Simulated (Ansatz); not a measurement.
Question: Zn (hcp (Mg type), P6_3/mmc) is relaxed with the program Ansatz at the LDA level (PAW). What lattice parameters of the conventional cell result?

Answer: a = 2.549 Å, c = 4.863 Å.

Its a lies over 2 % below tabulated measurements.

The LDA relaxation kept the symmetry of its start. Axis ratios of metals converge slowly with the k-mesh, so a and c are less sure than the volume.

Potentials: the earlier of the program's two PAW sets. The files were generated under PBE; for other functionals the program regenerates the frozen cores, and for LDA and PBEsol the local potential too.
